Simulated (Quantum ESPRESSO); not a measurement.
**Band energies of GaSe**

```xyz
8
Lattice="3.7766 0.0000 0.0000 -1.8883 3.2706 0.0000 0.0000 0.0000 15.9318" Properties=species:S:1:pos:R:3 pbc="T T T"
Ga     0.0000     2.1804     2.7603
Ga     1.8883     1.0902    13.1715
Ga     1.8883     1.0902    10.7262
Ga     0.0000     2.1804     5.2056
Se     0.0000     2.1804     9.5512
Se     1.8883     1.0902     6.3806
Se     1.8883     1.0902     1.5853
Se     0.0000     2.1804    14.3465
```

norm-conserving PBEsol (Quantum ESPRESSO, 86 Ry, without SOC); path ΓMKΓALHA,LM,KH; energies in eV from the valence-band maximum.

```
k (1/Å)  point  band 54  band 55  band 56  band 57  band 58  band 59  band 60  band 61
-------  -----  -------  -------  -------  -------  -------  -------  -------  -------
0.00         Γ    -1.36    -1.36    -1.23    -1.23     0.00     0.71     1.75     1.98
0.38              -1.89    -1.89    -1.70    -1.22    -0.49     2.04     2.19     2.35
0.96         M    -2.62    -2.51    -2.39    -2.29    -1.88     0.92     1.13     1.69
1.52         K    -3.15    -2.32    -2.32    -2.27    -2.27     1.32     1.96     2.54
1.70              -2.97    -2.69    -2.39    -2.10    -1.80     1.58     2.14     2.28
2.07              -2.71    -2.49    -2.15    -1.16    -1.01     2.37     2.47     2.75
2.62         Γ    -1.36    -1.36    -1.23    -1.23     0.00     0.71     1.75     1.98
2.62         A    -1.27    -1.27    -1.27    -0.95    -0.95     1.41     1.41     2.04
2.94              -1.88    -1.63    -1.63    -0.69    -0.69     2.17     2.17     2.53
3.26              -2.53    -2.22    -2.22    -1.41    -1.41     1.53     1.53     1.82
3.58         L    -2.55    -2.47    -2.47    -2.20    -2.20     1.26     1.26     1.46
3.77              -3.02    -2.44    -2.44    -2.12    -2.12     1.67     1.67     1.93
4.14         H    -3.01    -2.74    -2.74    -1.97    -1.97     1.59     1.59     2.37
4.28              -3.32    -2.46    -2.46    -2.00    -2.00     1.73     1.73     2.37
4.56              -3.15    -2.54    -2.54    -1.41    -1.41     2.40     2.40     2.58
4.97              -1.85    -1.61    -1.61    -0.66    -0.66     2.20     2.20     2.92
5.25         A    -1.27    -1.27    -1.27    -0.95    -0.95     1.41     1.41     2.04
5.25         L    -2.55    -2.47    -2.47    -2.20    -2.20     1.26     1.26     1.46
5.45         M    -2.62    -2.51    -2.39    -2.29    -1.88     0.92     1.13     1.69
5.45         K    -3.15    -2.32    -2.32    -2.27    -2.27     1.32     1.96     2.54
5.64         H    -3.01    -2.74    -2.74    -1.97    -1.97     1.59     1.59     2.37
```

The PBEsol gap is direct, 0.71 eV at Γ.

Spin-orbit splittings are left out.

Geometry relaxed with PBE+D3(BJ).
